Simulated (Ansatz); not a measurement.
**An inverse problem**

Cell vectors (Å):

```
 3.8513  0.0000  0.0000
-1.9256  3.3353  0.0000
 0.0000  0.0000  6.3516
```

```json
{"atom": "X", "a": "0.3333", "b": "0.6667", "c": "0.2500"}
{"atom": "X", "a": "0.6667", "b": "0.3333", "c": "0.7500"}
```

All numbers below come from PBEsol, all-electron LAPW in Ansatz 0.2.0, scalar-relativistic. k mesh 12×12×6, Fermi-Dirac smearing of 0.050 eV.

Harmonic phonons of a crystal by Kohn-Sham DFT at the given cell, standard atomic masses, acoustic sum rule imposed; negative wavenumbers are unstable modes.

```csv
point,q a (r.l.u.),q b (r.l.u.),q c (r.l.u.),branch,phonon wavenumber (cm⁻¹)
Gamma,0,0,0,4,71.5
Gamma,0,0,0,6,153.9
0.333/0/0,0.3333,0,0,1,65.5
0.333/0/0,0.3333,0,0,2,71
0.333/0/0,0.3333,0,0,3,118.1
0.333/0/0,0.3333,0,0,4,130.1
0.333/0/0,0.3333,0,0,5,145.8
0.333/0/0,0.3333,0,0,6,149.4
K,0.3333,0.3333,0,1,120.9
K,0.3333,0.3333,0,3,135
K,0.3333,0.3333,0,5,139.2
K,0.3333,0.3333,0,6,140.7
```

**Question.** All X atoms are one element. Which one was computed?

**Answer.** Ca; the crystal is Ca (P6_3/mmc, a database entry that needn't be its stable phase).

Keep in mind: responses of metals move with mesh and smearing.
